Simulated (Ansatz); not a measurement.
TiSi$_{2}$ (C54 type, space group Fddd)

```xyz
6
Lattice="0.0000 4.1323 4.2827 2.4031 0.0000 4.2827 2.4031 4.1323 0.0000" Properties=species:S:1:pos:R:3 pbc="T T T"
Si     2.4031     5.4796     4.2827
Si     2.4031     2.7851     4.2827
Si     3.6047     4.8512     6.4240
Si     3.6047     7.5458     6.4240
Ti     0.0000     0.0000     0.0000
Ti     1.2016     2.0662     2.1413
```

E(V) scan at fixed shape, V₀ the volume above. The atoms relax within the cell's symmetry.

All values below come from PBE (plane waves to 420 eV, PAW, scalar-relativistic; Ansatz, a program for electronic structure). k mesh 13×13×13 (Γ-centred), Fermi-Dirac smearing 0.05 eV. The energy includes the smearing's −TS. Stress and pressure are positive under compression. TiSi2 is run without spin polarisation. TiSi2 was relaxed with its symmetry unable to fall. The zero of ΔE is the relaxed starting cell.

Q: Predict the ΔE (meV/atom) and P (GPa) at V/V₀ = 0.840, 0.880, 0.960, 1.040, 1.080, 1.120.

A: 
```tsv
V/V₀	ΔE (meV/atom)	P (GPa)
0.840	220	36.2
0.880	114	24.1
0.960	11	6.4
1.040	9	-5.2
1.080	35	-9.3
1.120	75	-12.7
```

(A scan under strain: stresses follow from slopes of the energy per volume, elastic moduli from its curvatures.)
